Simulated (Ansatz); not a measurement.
The relaxed structure here is a generated cell of Pt: the first start was made by placing the elements on the sites of a structure type, and the end was not matched to a known phase here, so it may be hypothetical. Known forms of Pt include space group No. 225.

A relaxed cell of Pt (P6₃/mmc (No. 194)), relaxed on a k-mesh at least as fine as the one used below. The numbers are results of r2SCAN (plane waves to 500 eV, PAW, scalar-relativistic; Ansatz, an electronic-structure program), not measurements. Γ-centred k-mesh 13×7×4 on the run's cell (coarser than for final values), Fermi–Dirac smearing 0.05 eV.

```
CELL_PARAMETERS angstrom
      2.76094     0.00000     0.00000
     -2.76094     4.78210     0.00000
      0.00000     0.00000     9.29302
ATOMIC_POSITIONS crystal
  Pt 0.00000 0.00000 0.00000
  Pt 0.00000 0.50000 0.00000
  Pt 0.00000 0.00000 0.50000
  Pt 0.00000 0.50000 0.50000
  Pt 0.66667 0.16667 0.75000
  Pt 0.66667 0.66667 0.75000
  Pt 0.33333 0.33333 0.25000
  Pt 0.33333 0.83333 0.25000
```

The atoms are displaced by (Å):

```
atom      ux      uy      uz
----  ------  ------  ------
Pt1   -0.027   0.019  -0.051
Pt2    0.026   0.037  -0.072
Pt3   -0.051   0.030   0.091
Pt4   -0.045   0.134   0.094
Pt5   -0.004   0.027   0.016
Pt6   -0.001  -0.109  -0.024
Pt7    0.073   0.038   0.005
Pt8   -0.037  -0.171  -0.052
```

Task: What forces (eV/Å) and pressure result?

Result: 
```json
[
 {"atom": "Pt1", "Fx": "0.19", "Fy": "0.16", "Fz": "0.62"},
 {"atom": "Pt2", "Fx": "-0.20", "Fy": "-0.33", "Fz": "0.57"},
 {"atom": "Pt3", "Fx": "0.08", "Fy": "1.05", "Fz": "-1.10"},
 {"atom": "Pt4", "Fx": "0.09", "Fy": "-1.34", "Fz": "-1.43"},
 {"atom": "Pt5", "Fx": "-0.05", "Fy": "-1.34", "Fz": "0.04"},
 {"atom": "Pt6", "Fx": "-0.07", "Fy": "1.58", "Fz": "0.72"},
 {"atom": "Pt7", "Fx": "-0.54", "Fy": "-2.33", "Fz": "0.26"},
 {"atom": "Pt8", "Fx": "0.50", "Fy": "2.56", "Fz": "0.31"}
]
```

Pressure +4.2 GPa.

Task: Estimate the energy cost of the displacement in the harmonic approximation and compare with the calculation.

Result: For a harmonic well ΔE = −½ Σ F·u = 0.652 eV a cell, or 82 meV/atom. The calculated energy relative to the undisplaced cell is +0.08 eV/atom, so the harmonic estimate holds well.

The undisplaced cell is probably no minimum: from this displacement the run went on to I4/mmm (No. 139), 0.04 eV/atom below it.

No spin polarisation in the result.
